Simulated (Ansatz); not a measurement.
Li$_{3}$Sb in space group Fm-3m (No. 225; Li on 4b, Li on 8c, Sb on 4a) under volume change, r²SCAN (plane waves, PAW; program Ansatz), scaled uniformly.

```tsv
V (Å³/atom)	E − E(relaxed) (meV/atom)	P (GPa)
15.945	17.3	3.79
16.471	…	…
16.997	1.7	1.08
17.522	0.0	-0.01
18.048	1.6	-0.95
18.574	6.1	-1.76
19.099	…	…
```

### Question
Some entries are withheld; supply them.

### Answer

- 16.471, E − E(relaxed) (meV/atom): 7.3
- 16.471, P (GPa): 2.34
- 19.099, E − E(relaxed) (meV/atom): 13.0
- 19.099, P (GPa): -2.46

### Question
What does a third-order Birch–Murnaghan fit give for V₀, B₀ and B′?

### Answer
V₀ = 17.52 Å³/atom, B₀ = 33.7 GPa, B′ = 3.8.

The workflow started from a Materials Project entry (that database holds measured and hypothetical structures alike); the Crystallography Open Database files this formula in space group No. 225, but the cells were not matched. Whether it is the stable phase at ambient conditions was not checked. Symmetry was held in the r²SCAN relaxation; its stability against distortions is not shown here. Spin–orbit coupling is left out wherever it is not named.

Potentials: the later of the program's two PAW sets.
